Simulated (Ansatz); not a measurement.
SiGe$_{3}$:
```cif
data_Ge3Si
_chemical_formula_sum 'Si1 Ge3'
_space_group_name_H-M_alt 'P-4m2'
_space_group_IT_number 115
_space_group_name_Hall 'P -4 -2'
_cell_length_a 3.96664
_cell_length_b 3.96664
_cell_length_c 5.59428
_cell_angle_alpha 90.000
_cell_angle_beta 90.000
_cell_angle_gamma 90.000
loop_
_atom_site_label
_atom_site_type_symbol
_atom_site_symmetry_multiplicity
_atom_site_Wyckoff_symbol
_atom_site_fract_x
_atom_site_fract_y
_atom_site_fract_z
_atom_site_occupancy
Si1 Si 1 a 0.00000 0.00000 0.00000 1
Ge1 Ge 2 g 0.50000 0.00000 0.24409 1
Ge2 Ge 1 c 0.50000 0.50000 0.50000 1
```

Relaxed with PBEsol.

Task: Decompose the optical modes at the zone centre into irreducible representations, and say which are infrared and Raman allowed.

Result: Point group -42m: Γ_opt = A1 + 2B2 + 3E. Infrared: B2, E. Raman: A1, B2, E.

Task: Assign frequencies (DFPT, the program Ansatz at the PBEsol level (PAW); without the LO–TO term).

Result: E 82, A1 234, B2 266, E 277, E 389, B2 392 cm⁻¹.

Subscripts of B labels follow the axes of the standard setting.

The start of the workflow was typed in or built on a structure type; neither database checked (COD, Materials Project) lists it. Its standing as an ambient phase is unchecked. The PBEsol relaxation kept the symmetry of its start; whether a distortion lowers the energy is not shown.

Potentials: the later of the program's two PAW sets.
